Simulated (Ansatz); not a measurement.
ScC (rock salt, space group No. 225) at seven volumes, the program Ansatz at the LDA level (PAW), scaled uniformly. One row is withheld.

```tsv
V (Å³/atom)	P (GPa)
11.009	19.87
11.372	?
11.735	5.68
12.097	0.01
12.460	-4.87
12.823	-9.08
13.186	-12.70
```

**Question.** Fit the shown pressures and predict the withheld one.

**Answer.** P = (3/2)B₀(x^(7/2) − x^(5/2))[1 + (3/4)(B′ − 4)(x − 1)] with x = (V₀/V)^(2/3). Least squares on the six rows gives V₀ = 12.098 Å³/atom, B₀ = 175 GPa, B′ = 3.94. At V = 11.372, x = 1.0421 and P = 12.23 GPa. The run itself gave 12.25 GPa.

Space group Fm-3m (rock salt). The workflow started from a Materials Project entry (that database holds measured and hypothetical structures alike); the Crystallography Open Database copy checked does not list it. Whether it is the stable phase at ambient conditions was not checked. The LDA relaxation kept the symmetry of its start; of distortions, only those at the zone centre were tested. No spin polarisation was allowed.

Potentials: the later of the program's two PAW sets.
